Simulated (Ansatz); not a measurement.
Starting cell, AlCo (CsCl type):

```yaml
crystal:
  lattice:
    - [2.85208, 0.00000, 0.00000]
    - [0.00000, 2.85208, 0.00000]
    - [0.00000, 0.00000, 2.85208]
  atoms:
    - { symbol: Al, position: [0.00000, 0.00000, 0.00000] }
    - { symbol: Co, position: [0.50000, 0.50000, 0.50000] }
```

Two-dimensional scan of atom 1 (Al, nearest neighbour Co at 2.470 Å; its periodic images, 2.9 Å or more away, move with it): u runs along (1.000, 0.000, 0.000), v along (0.000, 1.000, 0.000) (Cartesian). Cell and other atoms are fixed.

Level of theory: PBE (plane waves to 420 eV, PAW, scalar-relativistic; Ansatz, an electronic-structure program). k mesh 13×13×13 (Γ-centred), Fermi-Dirac smearing 0.05 eV. E stands for the smeared free energy. Points where atoms come too close for the PAW data are left out (x in tables, blank in figures). With partly filled bands, energies and forces of such displacements shift with the k mesh and the smearing. Fu and Fv are the components of the force on the atom. AlCo is run without spin polarisation. AlCo was relaxed with its symmetry unable to fall. ΔE is measured from the undisplaced structure. Axes are in Å.

ΔE (eV/cell), with u across and v down:

```csv
v \ u,-0.820,-0.410,0.000,0.410,0.820
-0.820,x,3.964,2.234,3.964,x
-0.410,3.964,1.521,0.605,1.521,3.964
0.000,2.234,0.605,0.000,0.605,2.234
0.410,3.964,1.521,0.605,1.521,3.964
0.820,x,3.964,2.234,3.964,x
```

Fu (eV/Å), with u across and v down:

```
v \ u   -0.820  -0.410  0.000  0.410  0.820
------  ------  ------  -----  -----  -----
-0.820       x    8.23   0.00  -8.23      x
-0.410    6.85    4.40   0.00  -4.40  -6.85
0.000     4.58    2.91   0.00  -2.91  -4.58
0.410     6.85    4.40   0.00  -4.40  -6.85
0.820        x    8.23   0.00  -8.23      x
```

What the scan shows:

- Lowest place on the grid: u = 0.000 Å, v = 0.000 Å (0 meV/cell)

(A displaced cell: forces are minus the slopes of the energy, force constants its curvatures, and phonons follow from these.)
